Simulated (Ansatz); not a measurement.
CaF$_{2}$ in space group Pnma (No. 62; Ca on 4c, F on 4c, F on 4c), r²SCAN (plane waves, PAW; program Ansatz). The conduction-band minimum lies at Γ, with 1 equivalent valley. Second derivatives d²E/dk² of the lowest band at one valley (eV·Å²), along Cartesian directions:

```
direction  d²E/dk²
---------  -------
[100]        13.11
[010]        13.79
[001]        12.68
[110]        13.45
[101]        12.90
[011]        13.24
```

Question: Find the principal effective masses, the density-of-states mass and the conductivity mass.

Answer: Off-diagonal terms follow from H_xy = H[110] − (H_xx + H_yy)/2, and m*/mₑ = 7.620 eV·Å² over each eigenvalue: 0.55, 0.58, 0.60. One valley's DOS mass (m₁m₂m₃)^(1/3) = 0.58, conductivity mass 3/(Σ 1/mᵢ) = 0.58 mₑ.

Question: What effective density of states Nc follows at 300 K for parabolic valleys?

Answer: Nc = 2.509e19 × 1 × (0.58)^(3/2) ≈ 1.1e19 cm⁻³.

The first step of the workflow began from a Materials Project structure, measured or hypothetical; the Crystallography Open Database copy checked does not list it. It is not the phase usual at ambient conditions (space group No. 225). The r²SCAN relaxation kept the symmetry of its start; its stability against distortions is not shown here.

Potentials: the later of the program's two PAW sets.

Edges and masses are those of Kohn–Sham bands, whose gap is no quasiparticle gap.
